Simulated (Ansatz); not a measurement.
Cells of TaP relaxed with PBEsol (plane waves to 420 eV, PAW, scalar-relativistic; Ansatz, a first-principles code), each with a space-group label. One label is wrong.

**A**, labelled R3m (No. 160)
```xyz
8
Lattice="4.9076 0.0000 0.0000 0.0000 4.9076 0.0000 0.0000 0.0000 4.9076" Properties=species:S:1:pos:R:3 pbc="T T T"
Ta     4.2207     4.2207     4.2207
Ta     1.7669     3.1407     0.6869
Ta     0.6869     1.7669     3.1407
Ta     3.1407     0.6869     1.7669
P      0.7629     0.7629     0.7629
P      3.2167     1.6909     4.1447
P      4.1447     3.2167     1.6909
P      1.6909     4.1447     3.2167
```

**B**, labelled P-6m2 (No. 187)
```xyz
2
Lattice="3.2818 0.0000 0.0000 -1.6409 2.8421 0.0000 0.0000 0.0000 3.3170" Properties=species:S:1:pos:R:3 pbc="T T T"
Ta     0.0000     0.0000     1.6585
P      0.0000     1.8947     0.0000
```

**C**, labelled I-4m2 (No. 119)
```
CELL_PARAMETERS angstrom
     -1.64979     1.64979     5.85319
      1.64979    -1.64979     5.85319
      1.64979     1.64979    -5.85319
ATOMIC_POSITIONS crystal
  P  0.85262 0.35262 0.50000
  P  0.64738 0.14738 0.50000
  Ta 0.00000 0.00000 0.00000
  Ta 0.25000 0.75000 0.50000
```

**D**, labelled Pm-3m (No. 221)
```
CELL_PARAMETERS angstrom
      3.07685     0.00000     0.00000
      0.00000     3.07685     0.00000
      0.00000     0.00000     3.07685
ATOMIC_POSITIONS crystal
  P  0.00000 0.00000 0.00000
  Ta 0.50000 0.50000 0.50000
```

**Question.** Which label is wrong, and what should it be (tolerance 0.01 Å)?

**Answer.** A: its symmetry is P2₁3 (No. 198), cP8, AFLOW prototype AB_cP8_198_a_a (B20, as in FeSi); a = b = c = 4.9076 Å, α = β = γ = 90.00°.

Each run could gain symmetry but not lose that of its start, so entries can be saddle points. From databases, or of a type measured for this composition: P-6m2, hP2, AFLOW prototype AB_hP2_187_d_a (B_h, as in WC); the others are generated cells (placed on structure types, drawn at random, substituted or restacked) that were not matched to a known phase here.

No spin polarisation in the result.
